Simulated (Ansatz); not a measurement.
CaTlF₅: reading a single point

```xyz
14
Lattice="4.8160 3.4613 0.0000 4.8160 -3.4613 0.0000 3.5132 0.0000 -7.2512" Properties=species:S:1:pos:R:3 pbc="T T T"
Tl    0.0000    0.0000    0.0000
Tl    1.7566    0.0000   -3.6256
F     7.8551   -0.1592   -0.8513
F     3.5335   -0.1592   -2.7743
F     5.2901    0.1592   -6.3999
F     9.6116    0.1592   -4.4769
Ca    7.4509    0.2949   -5.4384
Ca    5.6943   -0.2949   -1.8128
F     5.0116    1.4302   -0.2110
F     6.3769    1.4302   -3.4146
F     8.1335   -1.4302   -7.0402
F     6.7682   -1.4302   -3.8366
F     7.4509    2.9622   -5.4384
F     5.6943   -2.9622   -1.8128
```

The numbers come from plane-wave PAW DFT (Ansatz): r2SCAN, no spin polarisation, 500 eV, 5×5×4 Γ-centred k points, fermi-dirac occupations (width 0.1 eV). Nothing was relaxed.

**Question.** Where is the largest force?

**Answer.** The largest is on F3 (and as large on other atoms): 3.47 eV/Å, components (-3.13, -0.26, -1.49). It makes 180° with the line to a nearest neighbour, Tl1 at 1.98 Å, pointing away from it.

**Question.** Metal or insulator? Give the gap.

**Answer.** The gap is 4.42 eV, indirect (the least direct gap found is 4.43 eV).

**Question.** What do density and ELF say about some of the short contacts?

**Answer.** Tl–F at 1.98 Å: least valence density 0.80 e/Å³ and ELF 0.17 there. Ca–F at 2.37 Å: least valence density 0.21 e/Å³ and ELF 0.05 there, a closed-shell (ionic or weak) contact. These are pseudo-fields; inside the PAW spheres they differ from the all-electron ones.

**Question.** Which orbitals make up the band edges?

**Answer.** Within 0.7 eV of the edges, the states project mainly on F p (77 %) and Tl d (20 %) below the gap and on Tl s (42 %), Ca s (26 %) and F p (15 %) above it.

Origin: a known structure type with other elements, at an estimated volume, so it need not be a known compound. Caveats: no spin-orbit coupling, which can shift this gap by tenths of an eV; atoms or cell far from equilibrium.
